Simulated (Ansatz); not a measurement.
# Bi2S3 — coordination and ²⁰⁹Bi quadrupole coupling

Cell: an entry of the Crystallography Open Database (COD), ions relaxed with PBE at fixed cell.

Space group Pnma (No. 62); a = 11.3160, b = 3.9709, c = 11.1780 Å.

| site | Wyckoff | site symmetry | x | y | z |
| --- | --- | --- | --- | --- | --- |
| Bi1 | 4c | .m. | 0.4878 | 0.2500 | 0.3250 |
| Bi5 | 4c | .m. | 0.3377 | 0.7500 | 0.0320 |
| S9 | 4c | .m. | 0.2838 | 0.2500 | 0.1928 |
| S13 | 4c | .m. | 0.5496 | 0.7500 | 0.1292 |
| S17 | 4c | .m. | 0.3775 | 0.7500 | 0.4441 |

One atom of each set is listed.

Level of theory: DFT, PBE, plane waves and PAW, scalar-relativistic, 420 eV cutoff, Γ-centred 3×7×3 k-points, Fermi–Dirac smearing 0.02 eV (Ansatz 0.2.0).

Q(²⁰⁹Bi) = -516.0 mb.

Problem. Order the Bi environments from the weakest to the strongest quadrupole coupling.
A. Bi5: 7 S at 2.63–3.29 Å
B. Bi1: 7 S at 2.70–3.36 Å

Solution. B (89.6 MHz, η = 0.89), A (231 MHz, η = 0.09).

Like point charges on the first shell alone (each adding as 1/d³) would give the same order.

Spin–orbit coupling is left out, which shifts gradients on Bi by a few per cent, and by more where contributions nearly cancel. Newer work puts Q(²⁰⁹Bi) near −420 mb, which would lower these couplings by about a fifth.
